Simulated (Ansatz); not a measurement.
Zr, one cell by several methods

```
CELL_PARAMETERS angstrom
3.25340 0.00000 0.00000
-1.62670 2.81753 0.00000
0.00000 0.00000 5.18109
ATOMIC_POSITIONS crystal
Zr 0.33333 0.66667 0.25000
Zr 0.66667 0.33333 0.75000
```

Atom numbers follow the list: Zr1, Zr2.

The cell comes from COD entry 9008523, which wasn't checked; take it as a given geometry. The listed cell was then made from it by scaling, straining or moving an atom.

Methods: DFT, LDA, PAW with Ansatz's default frozen-core files, scalar-relativistic (Ansatz 0.2.0); DFT, LDA, all-electron LAPW, scalar-relativistic (Ansatz 0.2.0).

For PAW: a Γ-centred 13×13×7 k mesh, Fermi–Dirac smearing of 0.03 eV, cutoff 420 eV, no spin polarisation; the PAW files were made with PBE, and the program remakes their frozen cores for this functional. LAPW targets a basis error of 0.25 meV/atom. The Ansatz runs share mesh, smearing and spin set-up. Plane-wave (PAW) pressures include the program's estimate of the Pulay term.

Stress and pressure are positive in compression.

The change that made this cell: volume scaled by 1.02.

PAW results:

| quantity | PAW |
| --- | --- |
| pressure (GPa) | -7.70 |
| stress xx (GPa) | -7.93 |
| stress zz (GPa) | -7.25 |

(1) What does full-potential LAPW give for the same quantities?

## Answers

(1) 
```
       quantity   LAPW
 pressure (GPa)  -7.68
stress xx (GPa)  -7.91
stress zz (GPa)  -7.22
```
